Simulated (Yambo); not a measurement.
Yambo run on Li$_{2}$PtH$_{6}$ (space group Fm-3m, No. 225). The wavefunctions come from this Quantum ESPRESSO step (PBEsol, PseudoDojo standard norm-conserving files, scalar-relativistic):

```
&CONTROL
  calculation = 'nscf'
  pseudo_dir = './pseudo'
  outdir = './out'
/
&SYSTEM
  ibrav = 0
  nat = 9
  ntyp = 3
  ecutwfc = 84.0
  ecutrho = 336.0
  occupations = 'fixed'
  force_symmorphic = .true.
  nbnd = 138
/
&ELECTRONS
  conv_thr = 9.000000000000001e-09
  diago_full_acc = .true.
  diago_thr_init = 1e-08
/
ATOMIC_SPECIES
H 1.0080 H.upf
Li 6.9400 Li.upf
Pt 195.0840 Pt.upf
CELL_PARAMETERS angstrom
  0.000000000000   3.324925000000   3.324925000000
  3.324925000000   0.000000000000   3.324925000000
  3.324925000000   3.324925000000   0.000000000000
ATOMIC_POSITIONS crystal
H   0.754790000000   0.754790000000   0.245210000000
H   0.245210000000   0.245210000000   0.754790000000
H   0.245210000000   0.754790000000   0.754790000000
H   0.754790000000   0.245210000000   0.245210000000
H   0.754790000000   0.245210000000   0.754790000000
H   0.245210000000   0.754790000000   0.245210000000
Li   0.750000000000   0.750000000000   0.750000000000
Li   0.250000000000   0.250000000000   0.250000000000
Pt   0.000000000000   0.000000000000   0.000000000000
K_POINTS automatic
4 4 4 0 0 0
```

Yambo input:

```
rim_cut
gw0
dyson
el_el_corr
HF_and_locXC
ppa
em1d
RandQpts= 1000000
RandGvec= 1 Ry
EXXRLvcs= 84 Ry
VXCRLvcs= 336 Ry
Chimod= "HARTREE"
% BndsRnXp
 7 | 135 |
%
NGsBlkXp= 8 Ry
% LongDrXp
 1.0 | 1.0 | 1.0 |
%
PPAPntXp= 27.2114 eV
% GbndRnge
 1 | 135 |
%
GTermKind= "BG"
DysSolver= "n"
ExtendOut
% QPkrange
 1 | 1 | 15 | 16 |
 3 | 3 | 15 | 16 |
 6 | 6 | 15 | 16 |
 7 | 7 | 15 | 16 |
 8 | 8 | 15 | 16 |
%
```

k points by index: 1 = Γ, 3 = L, 6 = (0, 0.25, -0.25), 7 = X, 8 = W.

The o-*.qp file then holds:

```
#    K-point    Band    Eo [eV]    E [eV]    E-Eo [eV]    Vxc [eV]    Vnlxc [eV]    Sc|Eo [eV]    Sc|E [eV]    dSc/dw|Eo [eV]    Re(Z)    Im(Z)
#
    1    15    -0.269968    -1.496371    -1.226404    -12.19311    -15.44555    1.735835    2.026042    -6.438577    0.808658    -0.001291
    1    16    6.533816    7.330016    0.796200    -10.20124    -5.312916    -3.942323    -4.092125    -5.121212    0.841594    0.003440
    3    15    -0.018501    -1.217936    -1.199435    -12.21135    -15.28269    1.596294    1.871914    -6.252485    0.813155    -0.001238
    3    16    5.419221    6.320411    0.901190    -13.68504    -9.323001    -3.267037    -3.460853    -5.851573    0.823015    -0.001217
    6    15    0.000000    -1.163522    -1.163522    -12.33034    -15.37495    1.613982    1.881095    -6.246503    0.813301    -0.001225
    6    16    5.390169    6.181745    0.791576    -12.83377    -8.564911    -3.309008    -3.477282    -5.783999    0.824702    -0.950384E-3
    7    15    -1.551811    -2.839410    -1.287599    -11.25848    -14.84720    1.990184    2.301130    -6.570727    0.805494    -0.001391
    7    16    2.863128    3.629033    0.765905    -13.79088    -10.12298    -2.743751    -2.901995    -5.621576    0.828781    -0.001122
    8    15    -1.580621    -2.668045    -1.087425    -16.00289    -20.33806    2.971619    3.247747    -6.908733    0.797514    -0.001608
    8    16    4.665321    5.372163    0.706843    -13.64633    -9.785237    -3.001846    -3.154255    -5.866587    0.822642    -0.001154
```
(The two width columns are left out.) Convergence of these settings isn't established.

Spin-orbit coupling is not included.

Geometry of the Materials Project entry, not relaxed at this level.

The structure is a Materials Project entry; no match was found in the copy of COD used, and its stability was not checked.
